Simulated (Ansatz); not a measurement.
TlIn: enthalpy against pressure

TlIn, R-3m, a = 3.362 Å, c = 16.536 Å. The structure is a Materials Project entry; whether it is the stable form wasn't checked. Ansatz: PBEsol, PAW, 420 eV, Γ-centred 15×15×15 mesh on 2 atoms, Gaussian smearing 0.10 eV; no spin polarisation. Cell and atoms are relaxed at each pressure, and no other structure is tried, so the rows at high pressure may lie past a change of phase. y is the enthalpy over the state at zero pressure; there V0 = 26.978 Å³/atom. The pressures are the targets, met within 0.04 GPa.

| P (GPa) | y (eV/atom) |
| --- | --- |
| -1.0 | -0.1706 |
| 0.0 | 0.0000 |
| 1.0 | 0.1665 |
| 4.0 | 0.6462 |
| 12.0 | ? |
| 25.0 | 3.5523 |
| 50.0 | 6.5115 |
| 90.0 | 10.6923 |

Q: Fit y = c1 P + c2 P² + c3 P³ to the other rows, say what c1 and c2 mean, and predict the missing value.

A: Least squares on the rows shown. y = 0.15895 P − 0.00073867 P² + 3.2511×10⁻⁶ P³. Since dH/dP = V, c1 is V0: 0.15895 eV/GPa × 160.2 = 25.464 Å³ against 26.978; c2 = −V0/(2B0) gives B0 = 108 GPa, where a Birch–Murnaghan fit to the volumes of the same runs (not shown) gives 41 GPa. The volume falls by 41 % over the range, most steeply at the start, which a cubic can't follow: here c1 isn't V0 and c2 doesn't give B0. Above P = −c2/(3 c3) = 76 GPa the cubic's slope, the volume, would rise with pressure, so the form fails there. With a term in P⁴ added, the coefficient of P becomes 0.1670, 5 % more, which shows how far this figure hangs on the form. At P = 12.0 the fit asked for gives 1.8066 eV/atom. The run gave 1.8258 eV/atom, so the fit is 0.0192 eV/atom too low, within twice the rms miss on the fitted rows (0.0116 eV/atom).

The mesh isn't the same in all rows (15×15×15, 18×18×18). Spin–orbit coupling is left out, which can shift energies with elements as heavy as these.